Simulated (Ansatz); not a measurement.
A geometry of InSe away from equilibrium: the start of the relaxation of a relaxed InSe cell shaken by Gaussian noise of σ = 0.08 Å a coordinate. Computed with r2SCAN (plane waves to 500 eV, PAW, scalar-relativistic; Ansatz, a first-principles code). Γ-centred k-mesh 7×7×2 on the run's cell (coarser than for final values), Fermi–Dirac smearing 0.05 eV.

```xyz
8
Lattice="4.1240 0.0000 0.0000 -2.0620 3.5715 0.0000 0.0000 0.0000 19.4911" Properties=species:S:1:pos:R:3:forces:R:3 pbc="T T T" free_energy=-44363.719 pressure_GPa=1.3
In     0.0651    -0.0697    19.1219   -0.7117    0.5618   -1.2671
In     0.0560     0.0123     9.3370   -0.1937    0.8323   -0.9570
In     2.0480     1.1096    15.0067   -0.3785    0.3625   -0.5334
In     0.0859     2.3349     5.1865   -0.1284    0.0660    0.0223
Se    -0.1221     0.0790    16.5073    0.4242   -0.3974    1.0446
Se     0.0089    -0.0040     6.7987    0.1312   -0.0203   -0.0105
Se     2.0773     1.3117    10.3633    0.1934   -0.8764    0.9521
Se    -0.0243     2.3958     0.6915    0.6634   -0.5285    0.7490
```

Positions in Å, forces in eV/Å, free energy of the cell in eV (comparable only within this code, potentials and settings). Largest force: 1.56 eV/Å, on In1 (atoms numbered as listed); the geometry lies 0.05 eV/atom above the end of its relaxation.

No spin polarisation in the result.

The end of the path is a generated cell of InSe: the first start was made by placing the elements on the sites of a structure type, and the end was not matched to a known phase here, so it may be hypothetical. Known forms of InSe include space group No. 194.
